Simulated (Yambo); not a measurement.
Material: a free-standing PtSe$_{2}$/SnS₂ heterobilayer (symmetry P3m1, slab cell 25.9 Å high); a = b = 3.704 Å, c = 25.900 Å, α = β = 90.00°, γ = 120.00° (6 atoms in the cell). The two layers were stacked on one mean lattice constant, in the stacking of the first one's bulk, and relaxed with PBE+D3(BJ) in a cell 25.9 Å high, with the Coulomb interaction truncated along z.

With norm-conserving PBE (stringent potentials; Quantum ESPRESSO, 104 Ry, without SOC), the gap between the mesh's edge points ((0, 0.167) → M) is 0.362 eV.

Estimate the G0W0 gap between the same points from Yambo (6×6×1 Γ-centred k mesh, bands 27 to 230 and a 6 Ry block in the screening, 230 bands in G with the Bruneval-Gonze terminator, plasmon pole fitted at 27.2 eV, slab-truncated Coulomb interaction, stochastic integration of W near q = 0).

The correction is 0.602 eV, giving 0.964 eV, 2.7 times the PBE value.  Convergence of the G0W0 settings was not tested. Spin-orbit coupling is left out, which matters for elements this heavy: edges can move by tenths of an eV.
